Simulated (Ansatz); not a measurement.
KBr (rock salt, Fm-3m), a = b = c = 6.7055 Å, α = β = γ = 90.00°; the cell used has 2 atoms.

This is the PBE-relaxed structure.

### Question
All from the program Ansatz at the PBE level (PAW), unless another level is named. Predict the hole effective mass with spin–orbit coupling, band 2 of 2 at the edge.

### Answer
0.82 along [100], 0.86 along [110], 0.87 along [111] (mₑ).

### Question
Give the gap with spin–orbit coupling.

### Answer
4.15 eV.

### Question
Predict the hole effective mass, band 2 of 3 at the edge.

### Answer
4.0 along [100], 2.9 along [110], 3.2 along [111] (mₑ).

### Question
Next, the formation energy from the elements (no fitted shifts)?

### Answer
-1.77 eV/atom.

### Question
Next, the electron effective mass?

### Answer
0.39 mₑ (isotropic).

### Question
And the HSE06 gap on the PBE cell?

### Answer
5.47 eV.

Symmetry was held in the PBE relaxation; phonons on a q-mesh show no instability. The references are the lowest solids computed at this level, not always the standard phases. Spin–orbit coupling is left out wherever it is not named.

Potentials: the later of the program's two PAW sets.
